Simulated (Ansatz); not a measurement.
# HfZrS₄ (C2/m) at 2 levels of theory

One geometry, relaxed with PBE; plane waves with PAW potentials in Ansatz, scalar-relativistic. No spin polarisation. Gaps are the least over mesh and band path; pressure is positive in compression.

```cif
data_structure
_symmetry_space_group_name_H-M 'C2/m'
_symmetry_Int_Tables_number 12
_cell_length_a 14.9962
_cell_length_b 3.6688
_cell_length_c 6.3519
_cell_angle_alpha 90.000
_cell_angle_beta 115.034
_cell_angle_gamma 90.000
_cell_volume 316.64
loop_
_atom_site_label
_atom_site_type_symbol
_atom_site_symmetry_multiplicity
_atom_site_Wyckoff_symbol
_atom_site_fract_x
_atom_site_fract_y
_atom_site_fract_z
_atom_site_occupancy
Zr1 Zr 2 d 0.00000 0.50000 0.50000 1
Hf1 Hf 2 a 0.00000 0.00000 0.00000 1
S1 S 4 i 0.39355 0.00000 0.05803 1
S2 S 4 i 0.39335 0.50000 0.56231 1
```

```json
{"level": "PBE", "cutoff (eV)": "420", "k mesh": "8×8×6", "gap (eV)": "1.15", "pressure (GPa)": "0.0"}
```

Problem. What comes out on the same cell with LDA?

Solution.
| level | cutoff (eV) | k mesh | gap (eV) | pressure (GPa) |
| --- | --- | --- | --- | --- |
| LDA | 420 | 8×8×6 | 1.02 | -4.5 |

Spin-orbit coupling matters for the bands of heavy elements and is left out. The cell holds layers, chains or molecules and no dispersion correction was added, so their binding is poorly described.

The cell was found from a structure generator's guess, not taken from experiment.
